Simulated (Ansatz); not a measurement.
With PBE in the plane-wave PAW code Ansatz, Ga4P3N in the cubic phase (P-43m; Ga on 4e, N on 1a, P on 3c) relaxes to a = 5.270 Å. N has 4 nearest neighbours from 2.08 Å (tetrahedral); P has 4 nearest neighbours from 2.36 Å (tetrahedral). Its formation energy from the elements is -282 meV/atom, with no fitted shifts.

Electronic character: no gap, with almost no states at the Fermi level (zero-gap or semimetallic). Gap from PBE with spin–orbit coupling: none (metallic).

An equation-of-state fit gives a bulk modulus of 89.6 GPa.

The start of the workflow was typed in or built on a structure type; neither database checked (COD, Materials Project) lists it. Its standing as an ambient phase is unchecked. Symmetry was held in the PBE relaxation; whether a distortion lowers the energy is not shown. The references are the lowest solids computed at this level, not always the standard phases (solids in place of the gases). Scalar-relativistic: spin–orbit coupling is off unless named, which matters more the heavier the elements.

Potentials: the earlier of the program's two PAW sets.
